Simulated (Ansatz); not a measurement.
GdAg (Pm-3m): couplings from the magnetic force theorem

```xyz
4
Lattice="0.0000 3.6530 3.6530 3.6530 0.0000 0.0000 0.0000 3.6530 -3.6530" Properties=species:S:1:pos:R:3 pbc="T T T"
Gd    1.8265    1.8265    1.8265
Gd    1.8265    1.8265   -1.8265
Ag    0.0000    0.0000    0.0000
Ag    0.0000    3.6530    0.0000
```

Geometry: a structure as deposited in COD, repeated to hold the magnetic orders; nothing is relaxed.

Functional, mesh and filling: LDA, 6×8×6 k mesh, Fermi–Dirac smearing of 0.05 eV. PAW means Ansatz 0.2.0 on its default frozen-core files. Site moments are integrated in spheres about the atoms. Start moments (μB): Gd1 7, Gd2 -7.

Site moments (μB): Gd1 6.98, Gd2 -6.98, Ag3 0.00, Ag4 0.00. Cell moment 0.00 μB.

Couplings come from the force theorem (directions of the magnetic atoms constrained, all else relaxed) on a 6×8×6 mesh, with E = −Σ J e_i·e_j over ordered pairs of unit vectors, so positive J favours parallel moments.

| pair | count | J PAW (meV) |
| --- | --- | --- |
| Gd1–Gd at 3.65 Å, set 1 | 2 | -1.42 |
| Gd1–Gd at 3.65 Å, set 2 | 4 | -0.96 |
| Gd1–Gd at 5.17 Å, set 1 | 4 | -0.36 |
| Gd1–Gd at 5.17 Å, set 2 | 8 | -0.17 |
| Gd1–Gd at 6.33 Å | 8 | +0.97 |
| Gd1–Gd at 7.31 Å, set 1 | 4 | +0.48 |
| Gd1–Gd at 7.31 Å, set 2 | 2 | +0.67 |
| Gd1–Gd at 8.17 Å, set 1 | 8 | -0.11 |
| Gd1–Gd at 8.17 Å, set 2 | 8 | -0.03 |
| Gd1–Gd at 8.17 Å, set 3 | 8 | -0.06 |
| Gd1–Gd at 8.95 Å, set 1 | 8 | -0.18 |
| Gd1–Gd at 8.95 Å, set 2 | 16 | -0.15 |

Pairs at one distance with different couplings are listed as sets.

The program reports that this state isn't the lowest of its own couplings. The gain of the softest rotation is smaller than what its band sum leaves out of a whole turn, though, so more bands could change its sign.

The couplings come from one mesh, and their convergence in k wasn't tested.

The PAW files were made with PBE; the program remakes their cores once for the run's functional and then keeps them frozen. Without U a semilocal functional puts the f levels too near the Fermi level, which can change moments and the order of magnetic states; site and cell moments are spin moments. The Ansatz runs typed with the search for lower states off end where their start leads. Spin–orbit coupling is left out although heavy atoms are present. With open f shells a run can end in a state that isn't the lowest. These are results for the start and cell typed. The real compound can order otherwise, in a larger cell, or not at all, since semilocal functionals without spin fluctuations often overstate magnetism; near a collapse of the moment, mesh and smearing move it by tens of per cent.
